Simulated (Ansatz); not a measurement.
Given:

SiW:
```
CELL_PARAMETERS angstrom
      5.36503     0.00000     0.00000
     -2.68252     4.64626     0.00000
      0.00000     0.00000     4.21836
ATOMIC_POSITIONS crystal
  W  0.50000 0.00000 0.00000
  W  0.50000 0.50000 0.00000
  W  0.00000 0.50000 0.00000
  Si 0.00000 0.00000 0.00000
  Si 0.33333 0.66667 0.50000
  Si 0.66667 0.33333 0.50000
```

This is the PBE-relaxed structure.

Question: All from the program Ansatz at the PBE level (PAW), unless another level is named. Predict the electronic character.

Answer: metallic (no gap).

Question: Give the density of states at the Fermi level.

Answer: 0.55 states/eV per atom (mean over ±0.08 eV).

Question: What about the formation energy from the elements (no fitted shifts)?

Answer: 0.16 eV/atom.

Space group P6/mmm. The cell is a constructed one: a structure type filled with these elements; neither database checked (COD, Materials Project) lists it. Whether it is the stable phase at ambient conditions was not checked. The cell was relaxed with PBE under the symmetry of its start; whether a distortion lowers the energy is not shown. The run is not spin-polarised. The references are the lowest solids computed at this level, not always the standard phases. Scalar-relativistic: spin–orbit coupling is off unless named, which matters more the heavier the elements.

Potentials: the later of the program's two PAW sets.
